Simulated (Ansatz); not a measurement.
Here is the system:

LaB₂:
Space group I4/mmm (No. 139); a = 3.975 Å, b = 3.975 Å, c = 6.897 Å, α = 90.00°, β = 90.00°, γ = 90.00°

| atom | site | symmetry | x | y | z |
|---|---|---|---|---|---|
| La | 2a | 4/mmm | 0.0000 | 0.0000 | 0.0000 |
| B | 4e | 4mm | 0.0000 | 0.0000 | 0.3878 |
(The calculation used a cell of 3 atoms; values per cell refer to that cell.)

This is the PBEsol-relaxed structure.

Problem. All from plane-wave PAW PBEsol (Ansatz code), unless another level is named. Estimate the electronic character.

Solution. metallic (no gap).

Problem. Next, the density of states at the Fermi level?

Solution. 0.51 states/eV per atom (mean over ±0.08 eV).

Problem. What about the formation energy from the elements (no fitted shifts)?

Solution. 0.54 eV/atom.

Problem. What about the gap with spin–orbit coupling?

Solution. none (metallic).

The start of the workflow was typed in or built on a structure type; neither database checked (COD, Materials Project) lists it. Whether it is the stable phase at ambient conditions was not checked. Symmetry was held in the PBEsol relaxation; whether a distortion lowers the energy is not shown. Its formation energy is positive at this level, so the cell may be metastable or incomplete. The references are the lowest solids computed at this level, not always the standard phases. Scalar-relativistic: spin–orbit coupling is off unless named, which matters more the heavier the elements.

Potentials: the earlier of the program's two PAW sets. The files were generated under PBE; for other functionals the program regenerates the frozen cores, and for LDA and PBEsol the local potential too.
